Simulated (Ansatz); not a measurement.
Relaxed-ion elastic tensor of MoW (CsCl type, Pm-3m) in GPa (Voigt order), PBEsol (plane waves, PAW; program Ansatz); density 14.98 g/cm³, 15.51 Å³ per atom.

|  | 1 | 2 | 3 | 4 | 5 | 6 |
|---|---|---|---|---|---|---|
| 1 | 525 | 190 | 190 | 0.0 | 0.0 | 0.0 |
| 2 | 190 | 525 | 190 | 0.0 | 0.0 | 0.0 |
| 3 | 190 | 190 | 525 | 0.0 | 0.0 | 0.0 |
| 4 | 0.0 | 0.0 | 0.0 | 128 | 0.0 | 0.0 |
| 5 | 0.0 | 0.0 | 0.0 | 0.0 | 128 | 0.0 |
| 6 | 0.0 | 0.0 | 0.0 | 0.0 | 0.0 | 128 |

Q: Is the crystal mechanically stable?

A: Yes: the smallest eigenvalue of C is 128 GPa.

Q: Work out the Voigt, Reuss and Hill averages.

A: K_V = 302, K_R = 302, K_H = 302; G_V = 144, G_R = 141, G_H = 143 GPa.

Q: Give Young's modulus, Poisson's ratio, Pugh's ratio and the universal anisotropy index.

A: E = 9KG/(3K + G) = 370 GPa; ν = 0.30; K/G = 2.11 (ductile by the Pugh limit of 1.75); A_U = 5G_V/G_R + K_V/K_R − 6 = 0.09.

Q: Estimate the sound speeds and the Debye temperature.

A: v_l = √((K + 4G/3)/ρ) = 5730 m/s, v_t = √(G/ρ) = 3090 m/s, mean 3450 m/s; Θ = (h/k)(3n/4πV)^(1/3) v_m = 411 K.

Q: Give the Zener ratio and Young's modulus along [100], [110] and [111].

A: A = 2C44/(C11 − C12) = 0.76; 1/E = S11 − 2(S11 − S12 − S44/2)Γ with Γ = 0, 1/4, 1/3 gives 425, 355, 336 GPa.

Q: Solve the Christoffel equation for the three sound speeds along [100], [110], [111].

A: Eigenvalues of C_ijkl n_j n_l equal ρv². In km/s, slowest first: [100] 2.92, 2.92, 5.92; [110] 2.92, 3.35, 5.69; [111] 3.21, 3.21, 5.61.

The start of the workflow was typed in or built on a structure type; neither database checked (COD, Materials Project) lists it. Its standing as an ambient phase is unchecked. The cell was relaxed with PBEsol under the symmetry of its start; its stability against distortions is not shown here. No spin polarisation was allowed. As this level gives no gap, shear constants depend on the k-mesh and smearing (Fermi–Dirac, 0.1 eV here). Spin–orbit coupling is left out wherever it is not named.

Potentials: the later of the program's two PAW sets.
